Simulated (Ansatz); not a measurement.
One crystal and one scan (frozen-phonon scan) at two levels, PBE (plane waves to 420 eV, PAW, scalar-relativistic; Ansatz, an electronic-structure program) and r2SCAN (plane waves to 500 eV, PAW, scalar-relativistic; Ansatz), each from its own relaxed cell and on its own mesh.

The crystal is Rh (fcc, Cu type); a phonon pattern at L = (0.5, 0.0, 0.0) is frozen into a 2-atom cell, Q being the largest atomic displacement.

Rh is run without spin polarisation. Rh was relaxed with its symmetry unable to fall. With partly filled bands, energies and forces of such displacements shift with the k mesh and the smearing.

```tsv
quantity	run 1	run 2
Lattice constant a (Å)	3.830	3.800
Harmonic wavenumber from the curvature (finite differences) (cm⁻¹ (negative: imaginary))	134	139
```

Q: Which run is which level?

A: Run 1 is PBE, run 2 is r2SCAN. PBE gives the higher value for: lattice constant a. PBE gives the lower value for: harmonic wavenumber from the curvature. Both give the same shape of the curve: a single well with its minimum at or next to zero displacement. Neither level is exact: the differences show how much the result hangs on the functional.

(A displaced cell: forces are minus the slopes of the energy, force constants its curvatures, and phonons follow from these.)
